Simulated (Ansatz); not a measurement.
This cell of BAs (zinc blende) is off equilibrium:

```
CELL_PARAMETERS angstrom
      0.00000     2.39195     2.39195
      2.39195     0.00000     2.39195
      2.39195     2.39195     0.00000
ATOMIC_POSITIONS crystal
  As 0.75000 0.75000 0.75000
  B  0.89632 0.10368 0.10368
```

Calculation: r2SCAN (plane waves to 500 eV, PAW, scalar-relativistic; Ansatz, a quantum-chemistry and plane-wave program). k mesh 10×10×10 (Γ-centred), Fermi-Dirac smearing 0.05 eV. E stands for the smeared free energy. Stress and pressure are positive under compression. As the smearing reaches across the gap at some points, energies and forces of such displacements shift with the k mesh and the smearing. BAs was relaxed with its symmetry unable to fall.

Q: What forces act on the atoms (eV/Å, Cartesian)?

A: 
```csv
atom,Fx,Fy,Fz
As1,5.883,0.000,0.000
B2,-5.883,0.000,0.000
```

Q: What is the stress tensor (GPa)?

A: 
```
    2.8      0.0      0.0
    0.0     20.4    -22.3
    0.0    -22.3     20.4
```
The pressure, a third of the trace, is 14.5 GPa.

Q: In it atom 2 sits (0.496, 0.000, 0.000) Å away from its relaxed site. What is its energy relative to the relaxed cell?

A: 1754 meV/cell.

(A displaced cell: forces are minus the slopes of the energy, force constants its curvatures, and phonons follow from these.)
